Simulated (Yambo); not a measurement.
G0W0@LDA for BaTiO$_{3}$ (cubic perovskite, space group Pm-3m, No. 221) in Yambo. Reference settings: 4×4×4 Γ-centred k mesh, bands 2 to 125 and a 8 Ry block in the screening, 125 bands in G with the Bruneval-Gonze terminator, plasmon pole fitted at 27.2 eV. The LDA gap R → Γ on this mesh is 1.74 eV; G0W0 gaps are taken between the same points.

The settings were changed. The gap went from 3.24 eV to 3.45 eV, and the shift of the valence edge from -0.28 eV to 0.33 eV.

Problem. What was changed between the two runs?
A) 51 bands in W, 51 bands in G, no terminator
B) 35 bands in W, 35 bands in G, 2 Ry block
C) 35 bands in W, 35 bands in G, 3 Ry block
D) 2×2×2 mesh

Solution. A, 51 bands in W, 51 bands in G, no terminator. The others gave (gap, valence shift): 2×2×2 mesh: 3.21, -0.16 eV; 35 bands in W, 35 bands in G, 2 Ry block: 4.13, -0.31 eV; 35 bands in W, 35 bands in G, 3 Ry block: 3.65, -0.06 eV.

Geometry of the Materials Project entry, not relaxed at this level; primitive cell a = 4.0077 Å, b = 4.0077 Å, c = 4.0077 Å, α = 90.00°, β = 90.00°, γ = 90.00°.

This is not the ordinary phase of the substance.

A shift is the quasiparticle energy of the state minus its LDA energy.
